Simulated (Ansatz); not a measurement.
An Ansatz (a program for electronic structure) run. Input:

Ansatz 0.2 input:
```yaml
crystal:
  lattice:
    - [4.5574590717, 0.0, 0.0]
    - [0.0, 2.7805181285, 0.0]
    - [0.0, 0.0, 4.8735675608]
  atoms:
    - { symbol: Ti, position: [0.25, 0.0, 0.704053596] }
    - { symbol: Ti, position: [0.75, 0.0, 0.295946404] }
    - { symbol: Pd, position: [0.25, 0.5, 0.1874809899] }
    - { symbol: Pd, position: [0.75, 0.5, 0.8125190101] }
kpoints:
  mp_grid: { grid: [7, 11, 6] }
  band_path:
    path:
      - [[0.0, 0.0, 0.0], [0.5, 0.0, 0.0], [0.5, 0.5, 0.0], [0.0, 0.5, 0.0], [0.0, 0.0, 0.0], [0.0, 0.0, 0.5], [0.5, 0.0, 0.5], [0.5, 0.5, 0.5], [0.0, 0.5, 0.5], [0.0, 0.0, 0.5]]  # Γ-X-S-Y-Γ-Z-U-R-T-Z
      - [[0.5, 0.0, 0.0], [0.5, 0.0, 0.5]]  # X-U
      - [[0.0, 0.5, 0.0], [0.0, 0.5, 0.5]]  # Y-T
      - [[0.5, 0.5, 0.0], [0.5, 0.5, 0.5]]  # S-R
    npoints: 6
hamiltonian:
  xc: r2scan
  pseudopotentials: { kind: paw }
magnetization: { noncollinear: true, spin_orbit: true }
scf:
  n_extra_bands: 12
  convergence: { dr2_threshold: 0.0000000001 }
  occupations: { method: gaussian, width: 0.05 }
output: { eigenvalues: true }
```

Output (shortened):

```
Pseudopotential: Ti, paw_fr, valence charge 12
Pseudopotential: Pd, paw_fr, valence charge 18
Functional definition: r2SCAN
non-collinear run that drives no moment, with spin-orbit …
Crystal: 4 atoms, lattice volume = 61.758 Å³
Basis set: ecut = 500 eV, 1579 PW (Γ), exchange–correlation on 144×96×144 points (64 copies of the dense FFT grid, shifted against one another)
Bands: 72, of which v1, the nominal top of the filled ones, is band 60 counted from 1 (59 counted from 0)
Symmetry: 8 space group operations + 8 with time reversal
k-points: 96 of 462
Projection manifold: j_resolved (fully-relativistic pseudo-atomic orbitals)
SCF iter   1: F=—  HF=-18993.254284 eV  |F-HF|=—  |Δ(HF+E_count)|=         —  Δρ=6.13e-1  dr2=4.25e2  dr2_τ=3.23e0  dr2_m=0.00e0 (ungated)  ethr=3.10e-3  |M|=0.00e0 ∫|m|=0.00e0 μB  |m|>n=0.0e0 m-floor=0.0e0 τ_xc=0.0e0  β_m=0.30  ⟨swp⟩=6.0  Hψ=15627  notcnv=0
preconditioner: auto → Kerker (q_TF=auto, 2.715 Å⁻¹)
spin=Noncollinear: Kerker preconditioning applied to the charge; magnetization (m_x, m_y, m_z) channels mix plain (no charge-response kernel on spin).
SCF iter   2: F=—  HF=-18967.313411 eV  |F-HF|=—  |Δ(HF+E_count)|=    2.59e1  Δρ=1.70e-1  dr2=1.92e1  dr2_τ=3.32e0  dr2_m=0.00e0 (ungated)  ethr=3.10e-3  |M|=0.00e0 ∫|m|=0.00e0 μB  |m|>n=0.0e0 m-floor=0.0e0 τ_xc=0.0e0  β_m=0.27  ⟨swp⟩=4.5  Hψ=9355  notcnv=0  defer=468
SCF iter   3: F=—  HF=-18967.024967 eV  |F-HF|=—  |Δ(HF+E_count)|=   2.88e-1  Δρ=9.94e-2  dr2=5.89e0  dr2_τ=7.26e-2  dr2_m=0.00e0 (ungated)  ethr=3.10e-3  |M|=0.00e0 ∫|m|=0.00e0 μB  |m|>n=0.0e0 m-floor=0.0e0 τ_xc=0.0e0  β_m=0.64  ⟨swp⟩=3.2  Hψ=6551  notcnv=0  defer=514
SCF iter   4: F=—  HF=-18967.531702 eV  |F-HF|=—  |Δ(HF+E_count)|=   5.07e-1  Δρ=1.09e-1  dr2=1.22e1  dr2_τ=1.18e-1  dr2_m=0.00e0 (ungated)  ethr=3.10e-3  |M|=0.00e0 ∫|m|=0.00e0 μB  |m|>n=0.0e0 m-floor=0.0e0 τ_xc=0.0e0  β_m=0.65  ⟨swp⟩=4.0  Hψ=7731  notcnv=0  defer=550
SCF iter   5: F=—  HF=-18966.595606 eV  |F-HF|=—  |Δ(HF+E_count)|=   9.36e-1  Δρ=4.81e-2  dr2=2.49e0  dr2_τ=4.56e-3  dr2_m=0.00e0 (ungated)  ethr=3.10e-3  |M|=0.00e0 ∫|m|=0.00e0 μB  |m|>n=0.0e0 m-floor=0.0e0 τ_xc=0.0e0  β_m=0.74  ⟨swp⟩=2.8  Hψ=4652  notcnv=0  defer=496
SCF iter   6: F=—  HF=-18966.392847 eV  |F-HF|=—  |Δ(HF+E_count)|=   2.03e-1  Δρ=1.91e-2  dr2=4.15e-1  dr2_τ=1.42e-3  dr2_m=0.00e0 (ungated)  ethr=3.10e-3  |M|=0.00e0 ∫|m|=0.00e0 μB  |m|>n=0.0e0 m-floor=0.0e0 τ_xc=0.0e0  β_m=0.87  ⟨swp⟩=2.2  Hψ=3843  notcnv=0  defer=490
SCF iter   7: F=—  HF=-18966.358985 eV  |F-HF|=—  |Δ(HF+E_count)|=   3.39e-2  Δρ=9.49e-3  dr2=1.02e-1  dr2_τ=5.36e-4  dr2_m=0.00e0 (ungated)  ethr=6.91e-4  |M|=0.00e0 ∫|m|=0.00e0 μB  |m|>n=0.0e0 m-floor=0.0e0 τ_xc=0.0e0  β_m=0.82  ⟨swp⟩=2.2  Hψ=4284  notcnv=0  defer=490
SCF iter   8: F=—  HF=-18966.349041 eV  |F-HF|=—  |Δ(HF+E_count)|=   9.94e-3  Δρ=4.10e-3  dr2=1.91e-2  dr2_τ=1.19e-4  dr2_m=0.00e0 (ungated)  ethr=1.70e-4  |M|=0.00e0 ∫|m|=0.00e0 μB  |m|>n=0.0e0 m-floor=0.0e0 τ_xc=0.0e0  β_m=0.71  ⟨swp⟩=2.1  Hψ=3747  notcnv=0  defer=490
SCF iter  15: F=-18966.346703 eV  HF=-18966.346703 eV  |F-HF|=3.64e-12  |Δ(HF+E_count)|=  7.64e-11  Δρ=2.75e-7  dr2=4.68e-11  dr2_τ=5.10e-13  dr2_m=0.00e0 (ungated)  ethr=1.00e-12  |M|=0.00e0 ∫|m|=0.00e0 μB  |m|>n=0.0e0 m-floor=0.0e0 τ_xc=0.0e0  ⟨swp⟩=8.7  Hψ=10948  notcnv=0
SCF 1 converged in 15 iterations: F = -18966.346703 eV  dr2 = 4.68e-11
NSCF: frozen V_eff on 76 k-points
SCF converged after 15 iterations
Magnetization: |M| = 0.0000 μB,  M = (+0.0000, +0.0000, +0.0000) μB
Absolute magnetization: 0.0000 μB (∫|m|)
  site 0: m = (+0.0000, +0.0000, +0.0000) μB, |m| = 0.0000 μB  (R = 1.12 Å)
  site 1: m = (+0.0000, +0.0000, +0.0000) μB, |m| = 0.0000 μB  (R = 1.12 Å)
  site 2: m = (+0.0000, +0.0000, +0.0000) μB, |m| = 0.0000 μB  (R = 1.12 Å)
  site 3: m = (+0.0000, +0.0000, +0.0000) μB, |m| = 0.0000 μB  (R = 1.12 Å)
Free energy (F): -18966.346703 eV
Harris-Foulkes:  -18966.346703 eV  (|F-HF|=3.64e-12)
Internal energy: -18966.342400 eV  (E = F + TS)
E sigma→0 (E₀):  -18966.344551 eV
Entropy (-TS):   -0.004303 eV (-1.076 meV/atom)
Fermi energy:    17.588705 eV
--- Per-component energies (eV) ---
  E_band       = -679.504792
  E_kinetic    = 1575.443700
  E_local      = -5415.743615  (includes V_loc(G=0)·N_el)
  E_nonlocal   = 441.175968
  E_hartree    = 2226.362236
  E_xc         = -509.242587
  E_vxc        = -736.695840  (∫ρ·V_xc dr)
  E_paw        = -9636.993939  (= ΣΔE_a)
  E_vpaw       = -1050.325398  (= ΣTr[D̂ρ^β])
  E_aug_tail   = 0.000404  (compensation charges beyond the density's cutoff)
  E_vtau       = 53.915493  (kinetic-family band-sum trace: ∫τ·v_τ [+ j·A + Jᵃ·Aᵃ] dr)
  E_ewald      = -7645.933290
  E_core_change = -1.411276  (= ΣΔE_core)
  E_smearing   = -0.004303  (= −TS)
  E_closure    =  0.000000  (closes the sum)
  Σ components = -18966.346703   (vs F -18966.346703, Δ=0.00e0)
  [band-id]    e_kinetic+e_local+e_nonlocal+2·e_hartree+e_vxc+e_vpaw+e_augmentation_tail+e_vtau = -679.504818   (vs E_band -679.504792, Δ=-2.60e-5)
--- Band table (eV; the first three rows and the last of 96) ---
  k-point 0: bands = ["-70.0242", "-70.0242", "-70.0151", "-70.0151", "-42.0764", "-42.0764", "-42.0490", "-42.0490", "-37.9335", "-37.9335", "-37.9034", "-37.9034", "-33.5894", "-33.5894", "-33.5222", "-33.5222", "-33.4615", "-33.4615", "-33.4494", …
  k-point 1: bands = ["-70.0242", "-70.0242", "-70.0151", "-70.0151", "-42.0764", "-42.0764", "-42.0494", "-42.0494", "-37.9330", "-37.9330", "-37.9033", "-37.9033", "-33.5884", "-33.5884", "-33.5225", "-33.5225", "-33.4612", "-33.4612", "-33.4493", …
  k-point 2: bands = ["-70.0241", "-70.0241", "-70.0152", "-70.0152", "-42.0764", "-42.0764", "-42.0504", "-42.0504", "-37.9322", "-37.9322", "-37.9033", "-37.9033", "-33.5865", "-33.5865", "-33.5232", "-33.5232", "-33.4606", "-33.4606", "-33.4493", …
  k-point 95: bands = ["-70.0035", "-70.0035", "-70.0016", "-70.0016", "-41.9978", "-41.9978", "-41.9928", "-41.9928", "-37.9659", "-37.9659", "-37.9604", "-37.9604", "-33.6088", "-33.6088", "-33.6060", "-33.6060", "-33.5288", "-33.5288", "-33.5179", …
```

Cost: very roughly 8 core-minutes on shared cores.

Space group Pmma. The first step of the workflow began from a Materials Project structure, measured or hypothetical; the Crystallography Open Database copy checked does not list it. COD files the formula under space group No. 221, so this cell is another polymorph or a model. With Ti and Pd taken as one species the cell has the higher symmetry Cmcm, so it may be an ordered model of a mixed-site phase. Whether it is the stable phase at ambient conditions was not checked. The cell was relaxed with r²SCAN under the symmetry of its start; of distortions, only those at the zone centre were tested. No spin polarisation was allowed.

Potentials: the later of the program's two PAW sets.

Ansatz is a plane-wave DFT program.
